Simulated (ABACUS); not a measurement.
Input and output of a self-consistent single point for AlN (P6_3mc, 4 atoms in the cell; from Materials Project mp-661) (ABACUS).

Level of theory: LDA (PW92), PseudoDojo 0.4 standard norm-conserving LDA (tails mended) pseudopotentials (plane waves; ABACUS 3.10.1).

```xyz
4
Lattice="3.1286 0.0000 0.0000 -1.5643 2.7094 0.0000 0.0000 0.0000 5.0170" Properties=species:S:1:pos:R:3 pbc="T T T"
Al     1.5643     0.9031     2.5049
Al     0.0000     1.8063     5.0134
N      1.5643     0.9031     4.4185
N      0.0000     1.8063     1.9100
```

Reference input (self-consistent single point, DFT, LDA (PW92), plane waves, PseudoDojo 0.4 standard norm-conserving LDA (tails mended) pseudopotentials): KPT = Gamma 8 8 5 0.5 0.5 0.5; basis_type = pw; dft_functional = PWLDA; ecutwfc = 84 Ry; smearing_method = fixed; potentials = PseudoDojo 0.4 standard norm-conserving LDA (tails mended); symmetry = 1; symmetry_prec = 1e-05; ks_solver = dav_subspace; scf_nmax = 100; scf_thr = 1.0e-09 Ry; mixing_type = broyden. This run's input differs from it in these lines:

```diff
@@ -6,3 +6,3 @@
 dft_functional       PWLDA
-ecutwfc              84.0
+ecutwfc              50.4
 symmetry             1
```

Log, with long lists cut:

```
 SELF-CONSISTENT
 -------------------------------------------
                                 init_chg = atomic

 PW ALGORITHM --------------- ION=   1  ELEC=   1--------------------------------

 Density error is 1.10627849058
                          Error Threshold = 0.01
 E_KohnSham     -50.8612328713       -692.0025743552
 E_Fermi        0.2651342668         3.6073367640

 PW ALGORITHM --------------- ION=   1  ELEC=   2--------------------------------

 Density error is 0.865441694233
                          Error Threshold = 0.00691424056612
 E_KohnSham     -51.1511227400       -695.9467283617
   [... lines left out ...]

 Density error is 2.44807873805e-09
                          Error Threshold = 9.40779916524e-10
 E_KohnSham     -51.3222201938       -698.2746286461
 E_Fermi        0.4766736105         6.4854771888

 PW ALGORITHM --------------- ION=   1  ELEC=   9--------------------------------

 Density error is 3.67195624246e-11
                          Error Threshold = 1.53004921128e-11
 E_KohnSham     -51.3222201944       -698.2746286548
 E_KS(sigma->0) -51.3222201944       -698.2746286548
 E_entropy(-TS) 0.0000000000         0.0000000000
 E_Fermi        0.4766676075         6.4853955144
 charge density convergence is achieved
 final etot is -698.27462865 eV
 EFERMI = 6.4853955144 eV

 STATE ENERGY(eV) AND OCCUPATIONS    NSPIN == 1
   [... 15 lines left out ...]

 TOTAL-FORCE (eV/Angstrom)
                       Al1         0.0000000000         0.0000000000         0.0043980694
                       Al2         0.0000000000         0.0000000000         0.0043980694
                        N1         0.0000000000         0.0000000000        -0.0043980694
                        N2         0.0000000000         0.0000000000        -0.0043980694

 TOTAL-STRESS (KBAR)
      -214.3639796864         0.0000000000         0.0000000000
         0.0000000000      -214.3640458327        -0.0000000000
         0.0000000000         0.0000000000      -211.6603455902
 TOTAL-PRESSURE: -213.462790 KBAR

 --------------------------------------------
 !FINAL_ETOT_IS -698.2746286547804857 eV
 --------------------------------------------
```

The run converged in 9 iterations. Against the reference run the free energy rises by 165 meV/atom, the pressure goes from -8.97 to -21.35 GPa and the largest force moves little (0.005 to 0.004 eV/Å).

This run is one point of a test of settings, so its values need not be converged; read them against the reference run alone. The structure comes from a collection of computed structures, made at another level of theory; the collection holds predicted forms beside known ones.

Cost on one core: roughly 40 core-seconds.

At a cut-down plane-wave cutoff the stress holds a Pulay term: a spurious tension from the incomplete basis, which lowers the pressure; energies, forces and gaps of such rows are unconverged too.

“Tails mended”: in these copies of the files the far tail of each local potential was reset to the Coulomb form.
